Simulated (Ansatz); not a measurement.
This cell of TiO2 (anatase) is off equilibrium:

```
TiO2
1.0
   -1.89940     1.89940     4.85040
    1.89940    -1.89940     4.85040
    1.89940     1.89940    -4.85040
Ti O
2 4
Direct
  0.50334   0.50000   0.00334
  0.25334   0.75000   0.50334
  0.34497   0.29355   0.05142
  0.98213   0.54355   0.43858
  0.50787   0.95645   0.55142
  0.64503   0.70645   0.93858
```

Calculation: PBE (plane waves to 420 eV, PAW, scalar-relativistic; Ansatz, an electronic-structure program). k mesh 12×12×12 (Γ-centred), Fermi-Dirac smearing 0.05 eV. Stress and pressure are positive under compression. TiO2 is run without spin polarisation. TiO2 was relaxed with its symmetry unable to fall.

**Question.** Predict the force on every atom, in eV/Å.

**Answer.** 
```json
[
 {"atom": "Ti1", "Fx": "0.000", "Fy": "-1.615", "Fz": "-1.174"},
 {"atom": "Ti2", "Fx": "0.000", "Fy": "-1.615", "Fz": "1.174"},
 {"atom": "O3", "Fx": "0.000", "Fy": "-1.774", "Fz": "0.139"},
 {"atom": "O4", "Fx": "0.000", "Fy": "3.389", "Fz": "0.759"},
 {"atom": "O5", "Fx": "0.000", "Fy": "-1.774", "Fz": "-0.139"},
 {"atom": "O6", "Fx": "0.000", "Fy": "3.389", "Fz": "-0.759"}
]
```

**Question.** What is the stress tensor (GPa)?

**Answer.** 
```
    2.9      0.0      0.0
    0.0     19.8      0.0
    0.0      0.0      4.7
```
The pressure, a third of the trace, is 9.1 GPa.

(For displaced atoms, the force is minus the slope of the energy, and its curvature is a force constant, which sets phonon frequencies.)
